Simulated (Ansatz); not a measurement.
Task: Name crystals whose computed values (DFT-r²SCAN in the program Ansatz with PAW potentials) fall in these windows: electron conductivity mass (mₑ) 0.19 to 0.25; B₀ by P(V) fit (GPa) 76 to 96.

Result: 

```tsv
crystal	electron conductivity mass (mₑ)	B₀ by P(V) fit (GPa)
CaCu2S2, P-3m1 (Cu on 2d, Ca on 1a, S on 2d)	0.22	83.2
ZnS, zinc blende	0.19	78.6
ZnS, wurtzite	0.20	78.2
```
Others may fit too.

Standing as an ambient phase not checked: CaCu2S2, P-3m1 (Cu on 2d, Ca on 1a, S on 2d). All cells were relaxed under the symmetry of their starts (and spin orders); stability against distortions was not tested throughout. Rows with no word on spin ran without spin polarisation.

Potentials: the later of the program's two PAW sets.
